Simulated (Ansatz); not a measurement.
Polymorphs of Al2Ru, each relaxed with r²SCAN in the plane-wave PAW code Ansatz:

A: Fddd
a = 4.7064 Å, b = 7.9791 Å, c = 8.7829 Å, α = β = γ = 90.00°

| atom | site | symmetry | x | y | z |
|---|---|---|---|---|---|
| Al | 16f | .2. | 0.0000 | 0.1710 | 0.0000 |
| Ru | 8b | 222 | 0.5000 | 0.5000 | 0.5000 |

B: MoSi2 or CaC2 type (I4/mmm)
a = b = 3.122 Å, c = 8.445 Å, α = β = γ = 90.00°

```
atom  site  symmetry       x       y       z
----  ----  --------  ------  ------  ------
Al      4e       4mm  0.0000  0.0000  0.3409
Ru      2a     4/mmm  0.0000  0.0000  0.0000
```

### Question
Order them by energy per atom at 0 K (lowest first) at the level r²SCAN.

### Answer
A (+0 meV/atom), B (+20 meV/atom)

### Question
Give each one's gap.

### Answer
A 0.17 eV; B no gap.

Standing as an ambient phase not checked: A; B. All cells were relaxed under the symmetry of their starts (and spin orders); stability against distortions was not tested throughout. Rows with no word on spin ran without spin polarisation. Scalar-relativistic: spin–orbit coupling is off unless named, which matters more the heavier the elements.

Energies hold the estimated change up to a 700 eV cutoff; steps of a few meV lie near the error of the meshes.

Potentials: the later of the program's two PAW sets.
